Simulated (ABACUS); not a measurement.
Consider a self-consistent single point of Zn₂SeS (Pm, 4 atoms in the cell; from Materials Project mp-1215430, changed as shown).

```xyz
4
Lattice="3.9093 0.0000 0.0000 0.0000 3.9093 0.0000 0.0000 0.0000 5.5221" Properties=species:S:1:pos:R:3 pbc="T T T"
Zn     1.9546     0.0000     4.2137
Zn     0.0000     1.9546     1.3084
Se     0.0000     0.0000     2.7611
S      1.9546     2.0346     0.0000
```

All values come from this method and carry its errors: PBEsol, PseudoDojo 0.4 standard norm-conserving PBEsol (tails mended) pseudopotentials (plane waves; ABACUS).

ABACUS settings:

```
key                                                                      value
---------------  -------------------------------------------------------------
KPT                                                          Gamma 5 5 3 0 0 0
basis_type                                                                  pw
dft_functional                                                          PBESOL
ecutwfc                                                                  86 Ry
smearing_method                                                       gaussian
smearing_sigma                                                   0.00367493 Ry
potentials       PseudoDojo 0.4 standard norm-conserving PBEsol (tails mended)
symmetry                                                                     1
ks_solver                                                         dav_subspace
scf_nmax                                                                   100
scf_thr                                                             1.0e-09 Ry
mixing_type                                                            broyden
mixing_beta                                                                0.7
```

Q: Estimate, at this level of theory: pressure and largest force (vector length).

A: The run gave:

```
Property                           Result
-----------------------------  ----------
Pressure                        -1.11 GPa
Largest force (vector length)  0.560 eV/Å
```

For comparison: a first run was changed to give this one (atom 4 moved by +0.08 angstrom along y), and from it to this one the free energy rises by 5.5 meV/atom, the pressure goes from -1.22 to -1.11 GPa and the largest force goes from 0.006 to 0.560 eV/Å.

The structure comes from a collection of computed structures, made at another level of theory; the collection holds predicted forms beside known ones.

Cost on one core: very roughly 50 core-seconds.

“Tails mended”: in these copies of the files the far tail of each local potential was reset to the Coulomb form.
